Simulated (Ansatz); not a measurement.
Level of theory: DFT PBE, scalar-relativistic, plane waves, PAW (Ansatz). All cells share a 420 eV cutoff and Γ-centred k meshes spaced at most about 0.3 Å⁻¹ (about 0.25 or finer for metals, 2π included). Collinear spin in cells that started with moments and kept them past the coarse steps, no spin elsewhere.

All energies are static (0 K, no zero-point motion).

Two forms of ZrNbSe3 were relaxed alike.

A. (site moments Nb 2.9; Se -0.1 (×3) μB)

```
Zr Nb Se
1.0
     5.14347    0.00000    0.00000
     0.00000    5.14347    0.00000
     0.00000    0.00000    5.14347
Zr Nb Se
1 1 3
Direct
  0.50000 0.50000 0.50000
  0.00000 0.00000 0.00000
  0.50000 0.50000 0.00000
  0.00000 0.50000 0.50000
  0.50000 0.00000 0.50000
```

B. (site moments Zr 1.4; Nb 0.3 μB)

```
Zr Nb Se
1.0
     4.98876    0.00000    0.00000
     0.00000    4.98876    0.00000
     0.00000    0.00000    4.98876
Zr Nb Se
1 1 3
Direct
  0.50000 0.50000 0.50000
  0.00000 0.00000 0.00000
  0.50000 0.00000 0.00000
  0.00000 0.00000 0.50000
  0.00000 0.50000 0.00000
```

**Question.** Which arrangement of the elements on these sites is preferred, and by what margin?

**Answer.** B is lower, by 120 meV/atom. The two share one framework of sites and differ in which element sits where. A has the cubic perovskite type, space group Pm-3m (No. 221), 27.2 Å³/atom and no gap on its mesh; B has the cubic perovskite type, space group Pm-3m (No. 221), 24.8 Å³/atom and no gap. Counting Se atoms around Nb and Zr (those within 1.25 times the shortest such distance or 1.15 times the sum of covalent radii, 1.27 where that leaves under three; the shortest distance is added where it exceeds 1.18 times the sum of covalent radii), A has Zr 6, Nb 12 from 3.6 Å and B has Zr 12 from 3.5 Å, Nb 6. The denser one is the lower, and pressure would at first widen the difference. Both come from invented guesses. A third cell relaxed alike, in P-6m2, lies 0.63 eV/atom below the lower of the two.

Another magnetic order may lie lower. Cells relaxed within their symmetry can be saddle points.
